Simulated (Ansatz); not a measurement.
K2NaRhF6 (space group Fm-3m)

```xyz
10
Lattice="0.0000 4.1752 4.1752 4.1752 0.0000 4.1752 4.1752 4.1752 0.0000" Properties=species:S:1:pos:R:3 pbc="T T T"
K      6.2628     6.2628     6.2628
K      2.0876     2.0876     2.0876
Na     4.1752     4.1752     4.1752
Rh     0.0000     0.0000     0.0000
F      1.9718     4.1752     4.1752
F      6.3786     4.1752     4.1752
F      4.1752     1.9718     4.1752
F      4.1752     6.3786     4.1752
F      4.1752     4.1752     1.9718
F      4.1752     4.1752     6.3786
```

The slice is a {110} plane (indices of the conventional cell) through the point (0.000, 0.000, 0.000) (fractional), spanned by u = [100] and v = [1 -1 -1] in vectors of this cell: u (5.90 Å) and v (8.35 Å, at 90° to u). It covers one period; positions are fractions (u, v).

Calculation: PBEsol (plane waves to 420 eV, PAW, scalar-relativistic; Ansatz, a quantum-chemistry and plane-wave program). k mesh 7×7×7. Inside the PAW spheres the values are not all-electron values, and peaks at nuclei hang on which shells count as valence. K2NaRhF6 is run without spin polarisation and with no Hubbard U. K2NaRhF6 was relaxed with its symmetry unable to fall.

Three fields on this plane, each scaled to ten steps between its own extremes (0 low, 9 high; the total valence density on a logarithmic scale, the potential cut 8 eV below its top; x marks points blanked near nuclei; v = 0 in the bottom row):

Map A
```
|xxx864321000123468xx|
|xx97532212221223579x|
|88754322345432234578|
|x8753224678764223578|
|xxx632368xxx863236xx|
|xxx74347xxxxx74347xx|
|xxx74358xxxxx85347xx|
|xxx63247xxxxx74236xx|
|xx6422368xxx8632246x|
|55431124678764211345|
|55321112345432111235|
|xx63111112221111136x|
|xxx522211000112225xx|
|xxx522211000112225xx|
|xxx522211000112225xx|
|xx63111112221111136x|
|55321112345432111235|
|55431124678764211345|
|xx6422368xxx8632246x|
|xxx63247xxxxx74236xx|
|xxx74358xxxxx85347xx|
|xxx74347xxxxx74347xx|
|xxx632368xxx863236xx|
|x8753224678764223578|
|88754322345432234578|
|xx97532212221223579x|
|xxx864321000123468xx|
|xxx964321000123469xx|
```

Map B
```
|xxx510000000000015xx|
|xx74100000000000147x|
|11211000135310001121|
|x5210002799972000125|
|xxx400079xxx970004xx|
|xxx71029xxxxx92017xx|
|xxx82039xxxxx93028xx|
|xxx71039xxxxx93017xx|
|xx7400179xxx9710047x|
|21100002799972000011|
|00000000145310000000|
|xx30000000000000003x|
|xxx100000000000001xx|
|xxx100000000000001xx|
|xxx100000000000001xx|
|xx30000000000000003x|
|00000000135410000000|
|21100002799972000011|
|xx7400179xxx9710047x|
|xxx71039xxxxx93017xx|
|xxx82039xxxxx93028xx|
|xxx71029xxxxx92017xx|
|xxx400079xxx970004xx|
|x5210002799972000125|
|11211000135310001121|
|xx74100000000000147x|
|xxx510000000000015xx|
|xxx510000000000015xx|
```

Map C
```
|xxx048999888999840xx|
|xx00689887778898600x|
|00057887643467887500|
|x2578875100015788752|
|xxx898510xxx015898xx|
|xxx99740xxxxx04799xx|
|xxx99730xxxxx03799xx|
|xxx99740xxxxx04799xx|
|xx8998510xxx0058998x|
|66888875100015788886|
|23578887543457888753|
|xx05789887778898750x|
|xxx278999888999872xx|
|xxx168999999999861xx|
|xxx278999888999872xx|
|xx05789887778898750x|
|23578887543457888753|
|66888875100015788886|
|xx8998500xxx0158998x|
|xxx99740xxxxx04799xx|
|xxx99730xxxxx03799xx|
|xxx99740xxxxx04799xx|
|xxx898510xxx015898xx|
|x2578875100015788752|
|00057887643467887500|
|xx00689887778898600x|
|xxx048999888999840xx|
|xxx038999999999830xx|
```

Q: Assign the maps to these fields: electron localisation function (ELF); valence electron density; electrostatic potential energy of an electron, from the cell's mean.

A: A is the valence electron density; B is the electron localisation function (ELF); C is the electrostatic potential energy of an electron, from the cell's mean.
